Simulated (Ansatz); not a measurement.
# Computed properties of ZnS

ZnS:
```xyz
16
Lattice="3.7860 0.0000 0.0000 -1.8930 3.2788 0.0000 0.0000 0.0000 24.7607" Properties=species:S:1:pos:R:3 pbc="T T T"
Zn     0.0000     0.0000     0.0010
Zn     0.0000     0.0000    12.3813
Zn     0.0000     2.1858     3.0938
Zn     1.8930     1.0929    15.4741
Zn     0.0000     2.1858     9.2893
Zn     1.8930     1.0929    21.6696
Zn     0.0000     2.1858    18.5714
Zn     1.8930     1.0929     6.1911
S      0.0000     0.0000     2.3205
S      0.0000     0.0000    14.7008
S      0.0000     2.1858     5.4130
S      1.8930     1.0929    17.7934
S      0.0000     2.1858    11.6078
S      1.8930     1.0929    23.9882
S      0.0000     2.1858    20.8950
S      1.8930     1.0929     8.5147
```

Space group P6_3mc (No. 186); conventional cell a = b = 3.7860 Å, c = 24.7607 Å, α = β = 90.00°, γ = 120.00°.

Method: PBEsol in the plane-wave PAW code Ansatz. Geometry: relaxed at this level of theory. Other levels are named where they apply.

**Cell and energy**

```json
{
  "volume_per_atom": "19.21 Å³",
  "density": "4.21 g/cm³",
  "Formation energy from the elements (no fitted shifts)": "-0.82 eV/atom"
}
```

**Electronic structure**

```json
{
 "band_gap": "2.10 eV (direct)",
 "valence_band_maximum": "at Γ",
 "conduction_band_minimum": "at Γ",
 "electron_effective_mass": "0.17 mₑ (isotropic)",
 "Hole effective mass, band 1 of 2 at the edge": "1.6 along x, 1.5 along z (mₑ)",
 "Hole effective mass, band 2 of 2 at the edge": "0.16 along x, 1.5 along z (mₑ)",
 "HSE06 gap on the PBEsol cell": "3.48 eV"
}
```

**Mechanics**

```json
{
 "Bulk modulus (Birch–Murnaghan fit)": "78.8 GPa",
 "Pressure derivative B′": "4.4",
 "Elastic constants (relaxed ions, GPa)": "C11 = 128, C12 = 60.8, C13 = 46.6, C33 = 145, C44 = 29.8",
 "mechanical_stability": "stable (all eigenvalues of C positive)",
 "hill_bulk_and_shear_moduli": "78.9 and 34.6 GPa",
 "Young's modulus": "90.6 GPa",
 "Poisson's ratio": "0.31",
 "debye_temperature_from_the_elastic_constants": "356 K",
 "Piezoelectric stress constants (proper, relaxed ions, C/m²)": "e15 = e24 = -0.08, e31 = e32 = -0.09, e33 = 0.15"
}
```

The workflow started from an entry of the Crystallography Open Database (COD). Its sites differ from those of the usual phase in this space group: another stacking or structure type. The cell was relaxed with PBEsol under the symmetry of its start; whether a distortion lowers the energy is not shown. Signs of piezoelectric constants follow the polarity of the cell as given. The references are the lowest solids computed at this level, not always the standard phases.

Potentials: the later of the program's two PAW sets.
